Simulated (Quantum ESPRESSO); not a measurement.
For atom 1 (Mg) of MgF$_{2}$ in P4₂/mnm, PBE PAW (JTH datasets; density from pw.x of a modified build of Quantum ESPRESSO, gradients reconstructed from it by a script) gives this field-gradient tensor in Cartesian axes (atomic units, 1 a.u. = 9.7174×10²¹ V/m²):

```
-0.0070   0.1199   0.0000
 0.1199  -0.0070   0.0000
 0.0000   0.0000   0.0140
```

The cell was made here from a computed Materials Project entry: F3 and its equivalents moved by 0.04 Å along (0.71, 0.71, 0.00), space group kept. The parent is MgF2 in P4₂/mnm. Stability against distortions was not tested.  Cores are frozen. Against all-electron runs on small test molecules, this scheme's |Vzz| missed by −6 to +4 % (−29 % in KF) on F. Mg had no test against all-electron runs.

Question: Find the principal values, η_Q, |C_Q|, ν_Q and P_Q for ²⁵Mg (I = 5/2, |Q| = 0.199 barn), and the second-order MAS shift at 11.7 T.

Answer: Eigenvalues (principal values) by size: Vxx = 0.0140, Vyy = 0.1129, Vzz = -0.1269 a.u. (they sum to zero).
η_Q = (Vxx − Vyy)/Vzz = 0.78.
|C_Q| = 234.96 MHz × |Q|/barn × |Vzz|/a.u. = 234.96 × 0.199 × 0.1269 = 5.93 MHz.
Quadrupole frequency ν_Q = 3C_Q/[2I(2I − 1)] = 0.890 MHz, and P_Q = C_Q(1 + η²/3)^½ = 6.51 MHz.
At 11.7 T the Larmor frequency is ν0 = 30.5 MHz, and the second-order shift of the central transition's centre of gravity under MAS is −(3/40)(P_Q/ν0)²[I(I + 1) − 3/4]/[I²(2I − 1)²] × 10⁶ = -273 ppm.
